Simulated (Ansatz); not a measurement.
SnPt$_{3}$ (Cu3Au type, space group No. 221), the program Ansatz at the PBE level (PAW), all energies at zero smearing, with the estimated change up to a 700 eV cutoff added, with one set of potentials and settings (totals compare only within such a set). Cell of 4 atoms (3 Pt, 1 Sn): -43594.742 eV.

| element | reference phase | E (eV/atom) |
|---|---|---|
| Pt | Fm-3m, 1 atoms in the cell | -12523.0127 |
| Sn | Fd-3m, 2 atoms in the cell | -6024.2128 |

Formation energy per atom, worked out: (-43594.742 − 3×(-12523.0127) − 1×(-6024.2128))/4 = -0.373 eV/atom (-36 kJ per mol of atoms), at 0 K, without zero-point energy or fitted corrections.

Space group Pm-3m (Cu3Au type). The workflow started from an entry of the Crystallography Open Database (COD). Whether it is the stable phase at ambient conditions was not checked. The cell was relaxed with PBE under the symmetry of its start; its stability against distortions is not shown here. No spin polarisation was allowed. The references are the lowest solids computed at this level, not always the standard phases. Spin–orbit coupling is left out wherever it is not named.

Potentials: the later of the program's two PAW sets.
